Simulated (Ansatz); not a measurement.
AlRu (CsCl type, Pm-3m) at seven volumes, the program Ansatz at the PBEsol level (PAW), scaled uniformly. One row is withheld.

```tsv
V (Å³/atom)	P (GPa)
11.996	25.42
12.391	15.55
12.787	7.15
13.182	0.01
13.577	-6.07
13.973	-11.24
14.368	?
```

Problem. Fit the shown pressures and predict the withheld one.

Solution. P = (3/2)B₀(x^(7/2) − x^(5/2))[1 + (3/4)(B′ − 4)(x − 1)] with x = (V₀/V)^(2/3). Least squares on the six rows gives V₀ = 13.183 Å³/atom, B₀ = 219 GPa, B′ = 4.36. At V = 14.368, x = 0.9442 and P = -15.63 GPa. The run itself gave -15.63 GPa.

The cell was relaxed with PBEsol under the symmetry of its start. The run is not spin-polarised.

Potentials: the later of the program's two PAW sets.
